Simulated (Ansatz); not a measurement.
Ga2O3:
```xyz
10
Lattice="2.4923 1.4389 4.4801 -2.4923 1.4389 4.4801 0.0000 -2.8779 4.4801" Properties=species:S:1:pos:R:3 pbc="T T T"
Ga     0.0000     0.0000    11.4970
Ga     0.0000     0.0000     1.9434
Ga     0.0000     0.0000     8.6636
Ga     0.0000     0.0000     4.7768
O      0.7567     1.5672     5.6002
O     -0.7567    -1.5672     7.8402
O     -1.7356    -0.1283     5.6002
O      1.7356     0.1283     7.8402
O      0.9789    -1.4389     5.6002
O     -0.9789     1.4389     7.8402
```

Relaxed with r²SCAN.

**Question.** Give the optical modes at the zone centre with their infrared and Raman activity from DFPT, r²SCAN in the plane-wave PAW code Ansatz.

**Answer.** Transverse frequencies, without the LO–TO term; a row sums one degenerate level.

| ω (cm⁻¹) | degeneracy | IR ((D/Å)²/amu) | Raman (Å⁴/amu) | activity | symmetry |
|---|---|---|---|---|---|
| 158 | 1 | 0.00 | 0 | silent | A2g |
| 217 | 1 | 0.00 | 1.3 | Raman | A1g |
| 223 | 2 | 0.03 | 0 | IR | Eu |
| 239 | 2 | 0.00 | 0 | silent | Eg |
| 272 | 1 | 43.57 | 0 | IR | A2u |
| 286 | 2 | 0.00 | 3.2 | Raman | Eg |
| 328 | 2 | 0.00 | 0.46 | Raman | Eg |
| 333 | 2 | 50.51 | 0 | IR | Eu |
| 338 | 1 | 0.00 | 0 | silent | A1u |
| 428 | 2 | 0.00 | 4.6 | Raman | Eg |
| 468 | 2 | 61.61 | 0 | IR | Eu |
| 477 | 1 | 0.00 | 0 | silent | A2g |
| 539 | 1 | 13.23 | 0 | IR | A2u |
| 564 | 2 | 1.99 | 0 | IR | Eu |
| 566 | 1 | 0.00 | 6.1 | Raman | A1g |
| 622 | 1 | 0.00 | 0 | silent | A1u |
| 681 | 2 | 0.00 | 4.8 | Raman | Eg |
| 699 | 1 | 0.00 | 0 | silent | A2g |

**Question.** How high does the top mode go among those that the LO–TO term moves?

**Answer.** 704 cm⁻¹ for q along x, 704 cm⁻¹ for q along y, 693 cm⁻¹ for q along z.

Space group R-3c (corundum). The r²SCAN relaxation kept the symmetry of its start; of distortions, only those at the zone centre were tested.

Potentials: the earlier of the program's two PAW sets.
